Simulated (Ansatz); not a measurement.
An elastic tensor (GPa, Voigt order, standard axes) from plane-wave PAW LDA (Ansatz code):

```
 372  79.1  79.1   0.0   0.0   0.0
79.1   372  79.1   0.0   0.0   0.0
79.1  79.1   372   0.0   0.0   0.0
 0.0   0.0   0.0  75.7   0.0   0.0
 0.0   0.0   0.0   0.0  75.7   0.0
 0.0   0.0   0.0   0.0   0.0  75.7
```

Problem. Which compound is it?
A. NbCd3, Cu3Au type
B. SrZrO3, cubic perovskite
C. CdF2, fluorite

Solution. B, SrZrO3, cubic perovskite

Space group Pm-3m (cubic perovskite). The workflow started from a Materials Project entry (that database holds measured and hypothetical structures alike); the Crystallography Open Database files this formula in space group No. 221, but the cells were not matched. Its standing as an ambient phase is unchecked. The cell was relaxed with LDA under the symmetry of its start. At this level the phase is dynamically unstable (imaginary phonons). The run is not spin-polarised.

Potentials: the later of the program's two PAW sets.
